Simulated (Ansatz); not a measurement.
FePt (CuAu type, space group P4/mmm)

```xyz
2
Lattice="2.7339 0.0000 0.0000 0.0000 2.7339 0.0000 0.0000 0.0000 3.7210" Properties=species:S:1:pos:R:3 pbc="T T T"
Fe     1.3669     1.3669     1.8605
Pt     0.0000     0.0000     0.0000
```

This relaxed cell (volume V₀) is scaled evenly in all directions, its shape held. Symmetry pins the atoms to their sites.

Calculation: r2SCAN (plane waves to 500 eV, PAW, scalar-relativistic; Ansatz, a quantum-chemistry and plane-wave program). k mesh 17×17×13 (Γ-centred), Fermi-Dirac smearing 0.05 eV. E stands for the smeared free energy. Compression counts positive. With the shape held, the modulus is that of even scaling; a crystal free to change shape is softer. FePt was relaxed with its symmetry unable to fall. Relaxed FePt ends ferromagnetic. Spin-orbit coupling is left out, though Pt is heavy. Other magnetic orders were not checked, so this need not be the ground state. ΔE is measured from the relaxed starting cell. The last digit holds for this mesh only.

```tsv
V (Å³/atom)	ΔE (meV/atom)
11.680	337.9
12.051	221.4
12.422	134.0
12.793	71.3
13.164	30.0
13.534	7.1
13.905	0.0
14.276	6.4
14.647	24.1
15.018	51.5
15.389	87.3
15.759	130.3
16.130	withheld
```

Q: Fit a third-order Birch-Murnaghan form (E₀, V₀, B₀, B₀′ free) to the given rows and predict ΔE at V = 16.130.

A: Least squares on the 12 given rows: ΔE = E₀ + (9V₀B₀/16)·y²·[2 + (B₀′ − 4)y], y = (V₀/V)^(2/3) − 1, with V₀ = 13.911 Å³/atom, B₀ = 216.2 GPa (160.2 GPa = 1 eV/Å³; the term in eV is multiplied by 1000), B₀′ = 4.78, E₀ = 0.10 meV/atom; root-mean-square residual 0.17 meV/atom. At 16.130 the fit gives 179.7 meV/atom; the calculation gives 179.5 meV/atom, so the extrapolation is off by 0.2 (+0.1 %). For the pressure the fit gives -22.5 GPa against the computed -22.4 GPa.

(Under strain, the slope of the energy per volume gives the stress and its curvature an elastic modulus.)
